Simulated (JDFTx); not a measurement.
An input for JDFTx (a modified build) (Zr(1 0 -1 1), CANDLE, water, 2 M KCl; bohr, hartree) and the course of its log:

```
lattice \
  6.1212571767 3.0606285884 0.0000000000 \
  0.0000000000 11.1191261996 0.0000000000 \
  0.0000000000 0.0000000000 44.9754817661
coords-type Lattice
ion Zr 0.2501697282 0.9996605433 -0.1581762153 0
ion Zr 0.9803154303 0.5393691391 -0.1423646471 0
ion Zr 0.6457428765 0.2085142467 -0.0604390210 0
ion Zr 0.3768011330 0.7463977338 -0.0431707300 0
ion Zr 0.0320924155 0.4358151687 0.0431707300 0
ion Zr 0.7631506720 0.9736986558 0.0604390210 0
ion Zr 0.4285781182 0.6428437634 0.1423646471 0
ion Zr 0.1587238203 0.1825523592 0.1581762153 0
ion-species pseudo/zr_pbe_v1.upf
elec-cutoff 20 100
elec-ex-corr gga-PBE
coulomb-interaction Slab 001
coulomb-truncation-embed 0 0 0
kpoint-folding 8 8 1
elec-smearing Fermi 0.01
elec-n-bands 63
target-mu -0.106206
electronic-scf nIterations 100 energyDiffThreshold 1e-07
fluid LinearPCM
pcm-variant CANDLE
fluid-solvent H2O
fluid-cation K+ 2
fluid-anion Cl- 2
fluid-minimize nIterations 400 knormThreshold 1e-12
wavefunction read f0.wfns
elec-initial-eigenvals f0.eigenvals
elec-initial-fillings read f0.fillings
fluid-initial-state f0.fluidState
dump-name f0_u1.$VAR
dump End State Ecomponents EigStats BandEigs Forces ElecDensity IonicPositions Fillings Kpoints Dtot FluidDebug BoundCharge FluidDensity
```

```
[one cycle in 5 is shown, and the last three; fluid-solver lines are left out]
	FillingsUpdate:  mu: -0.106206000  nElectrons: 102.271158
SCF: Cycle:  0   G: -362.873188869043361   dG: +4.502e+00   |Residual|: 1.915e-01   |deigs|: 1.563e-08
	FillingsUpdate:  mu: -0.106206000  nElectrons: 97.842665
SCF: Cycle:  5   G: -367.106076675601003   dG: +1.945e-01   |Residual|: 4.781e-02   |deigs|: 2.713e-03
	FillingsUpdate:  mu: -0.106206000  nElectrons: 103.248133
SCF: Cycle: 10   G: -361.233542347527873   dG: +2.431e+00   |Residual|: 2.212e-01   |deigs|: 4.512e-03
	FillingsUpdate:  mu: -0.106206000  nElectrons: 104.146173
SCF: Cycle: 15   G: -358.918541085221023   dG: -1.581e+00   |Residual|: 2.587e-01   |deigs|: 2.045e-03
	FillingsUpdate:  mu: -0.106206000  nElectrons: 95.185656
SCF: Cycle: 20   G: -367.285521118009001   dG: +7.804e-02   |Residual|: 2.347e-02   |deigs|: 1.545e-03
	FillingsUpdate:  mu: -0.106206000  nElectrons: 96.993351
SCF: Cycle: 25   G: -367.260595590516971   dG: -1.192e-01   |Residual|: 3.275e-02   |deigs|: 1.661e-03
	FillingsUpdate:  mu: -0.106206000  nElectrons: 100.225244
SCF: Cycle: 30   G: -365.223511583603511   dG: +1.638e+00   |Residual|: 1.304e-01   |deigs|: 6.579e-03
	FillingsUpdate:  mu: -0.106206000  nElectrons: 95.184333
SCF: Cycle: 35   G: -367.316410999495019   dG: -1.358e+00   |Residual|: 2.758e-02   |deigs|: 1.213e-02
	FillingsUpdate:  mu: -0.106206000  nElectrons: 95.310682
SCF: Cycle: 40   G: -367.287870860244766   dG: -3.003e-02   |Residual|: 2.662e-02   |deigs|: 5.291e-03
	FillingsUpdate:  mu: -0.106206000  nElectrons: 96.139756
SCF: Cycle: 45   G: -367.375736533184920   dG: -9.647e-02   |Residual|: 1.267e-02   |deigs|: 2.276e-03
	FillingsUpdate:  mu: -0.106206000  nElectrons: 97.336644
SCF: Cycle: 50   G: -367.186106280941772   dG: +1.820e-01   |Residual|: 4.046e-02   |deigs|: 3.467e-03
	FillingsUpdate:  mu: -0.106206000  nElectrons: 98.666197
SCF: Cycle: 55   G: -366.580998824355561   dG: -9.870e-01   |Residual|: 8.178e-02   |deigs|: 3.973e-03
	FillingsUpdate:  mu: -0.106206000  nElectrons: 96.301808
SCF: Cycle: 60   G: -367.369940279737989   dG: -4.885e-01   |Residual|: 1.194e-02   |deigs|: 5.796e-03
	FillingsUpdate:  mu: -0.106206000  nElectrons: 95.185831
SCF: Cycle: 65   G: -367.147468298445006   dG: -7.885e-01   |Residual|: 3.514e-02   |deigs|: 3.627e-03
	FillingsUpdate:  mu: -0.106206000  nElectrons: 100.202714
SCF: Cycle: 70   G: -365.717512941104303   dG: +2.112e-01   |Residual|: 1.094e-01   |deigs|: 8.408e-04
	FillingsUpdate:  mu: -0.106206000  nElectrons: 96.400001
SCF: Cycle: 75   G: -367.233964612314367   dG: -1.802e+00   |Residual|: 3.732e-02   |deigs|: 9.476e-03
	FillingsUpdate:  mu: -0.106206000  nElectrons: 99.261713
SCF: Cycle: 80   G: -366.462858823976603   dG: -1.164e+00   |Residual|: 8.115e-02   |deigs|: 4.545e-03
	FillingsUpdate:  mu: -0.106206000  nElectrons: 100.211419
SCF: Cycle: 85   G: -365.644693384828201   dG: -9.534e-02   |Residual|: 1.112e-01   |deigs|: 3.249e-04
	FillingsUpdate:  mu: -0.106206000  nElectrons: 96.281186
SCF: Cycle: 90   G: -367.368147464128413   dG: -3.142e-01   |Residual|: 1.480e-02   |deigs|: 4.759e-03
	FillingsUpdate:  mu: -0.106206000  nElectrons: 95.638153
SCF: Cycle: 95   G: -367.358216806120708   dG: -1.229e-01   |Residual|: 1.784e-02   |deigs|: 4.118e-03
	FillingsUpdate:  mu: -0.106206000  nElectrons: 94.381888
SCF: Cycle: 97   G: -367.024227343535870   dG: -1.251e-01   |Residual|: 5.065e-02   |deigs|: 1.046e-02
	FillingsUpdate:  mu: -0.106206000  nElectrons: 95.775309
SCF: Cycle: 98   G: -367.343155055155592   dG: -3.189e-01   |Residual|: 2.156e-02   |deigs|: 3.169e-03
	FillingsUpdate:  mu: -0.106206000  nElectrons: 99.413137
SCF: Cycle: 99   G: -366.375711777338950   dG: +9.674e-01   |Residual|: 9.171e-02   |deigs|: 9.794e-03
SCF: None of the convergence criteria satisfied after 100 iterations.
IonicMinimize: Iter:   0  G: -366.375711777338950  |grad|_K:  0.000e+00
IonicMinimize: Converged (|grad|_K<1.000000e-04).
```

This run gave no converged result. The electronic loop ended without meeting its threshold, so the last energy, electron count and forces aren't results.
